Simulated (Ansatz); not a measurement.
SrP2Pd2 in space group I4/mmm (No. 139; P on 4e, Pd on 4d, Sr on 2a), the program Ansatz at the PBE level (PAW), all energies at zero smearing, with the estimated change up to a 700 eV cutoff added, with one set of potentials and settings (totals compare only within such a set). Cell of 5 atoms (2 P, 2 Pd, 1 Sr): -19005.489 eV.

| element | reference phase | E (eV/atom) |
|---|---|---|
| P | Cmce, 4 atoms in the cell | -755.6743 |
| Pd | Fm-3m, 1 atoms in the cell | -6972.8544 |
| Sr | C2/m, 3 atoms in the cell | -3544.2201 |

Formation energy per atom, worked out: (-19005.489 − 2×(-755.6743) − 2×(-6972.8544) − 1×(-3544.2201))/5 = -0.842 eV/atom (-81 kJ per mol of atoms), at 0 K, without zero-point energy or fitted corrections.

The workflow started from an entry of the Crystallography Open Database (COD). Whether it is the stable phase at ambient conditions was not checked. The PBE relaxation kept the symmetry of its start; its stability against distortions is not shown here. The run is not spin-polarised. The references are the lowest solids computed at this level, not always the standard phases.

Potentials: the later of the program's two PAW sets.
